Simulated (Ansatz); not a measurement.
Cu Kα1 powder pattern (kinematic, no thermal factors).
2θ (°) (relative intensity): 12.59 (2), 18.94 (2), 22.63 (3), 24.36 (15), 25.34 (7), 27.51 (5), 31.70 (11), 31.83 (49), 31.89 (100), 32.54 (7), 37.35 (1), 41.17 (7), 45.68 (71), 45.73 (36), 46.21 (2), 47.90 (1), 52.48 (3), 53.00 (3), 54.20 (2), 56.71 (4), 56.79 (36), 59.15 (1), 60.66 (2), 66.51 (5), 66.67 (11), 68.78 (3), 72.55 (1), 75.66 (14), 75.77 (15), 75.81 (16), 76.17 (1), 77.82 (2), 79.16 (2), 81.44 (2), 84.45 (11), 84.56 (23)

The pattern is computed from a structure relaxed with DFT PBE, scalar-relativistic, plane waves, PAW (Ansatz). No spin polarisation. Its elements are Cd, Mg, Se.

Task: Give the structure.

Result: Mg3Cd2Se5.
Space group I4/mmm (No. 139). a = 3.965 Å, b = 3.965 Å, c = 28.095 Å, α = 90.00°, β = 90.00°, γ = 90.00°
```
atom  site  symmetry       x       y       z
  Mg    4e       4mm  0.5000  0.5000  0.4027
  Mg    2b     4/mmm  0.5000  0.5000  0.0000
  Cd    4e       4mm  0.5000  0.5000  0.1990
  Se    4e       4mm  0.5000  0.5000  0.3028
  Se    4e       4mm  0.0000  0.0000  0.4030
  Se    2a     4/mmm  0.0000  0.0000  0.0000
```

A pattern alone doesn't exclude other cells with like lines; this is the one computed.

The structure comes from a generated guess; another structure or a mixture of phases may lie lower.
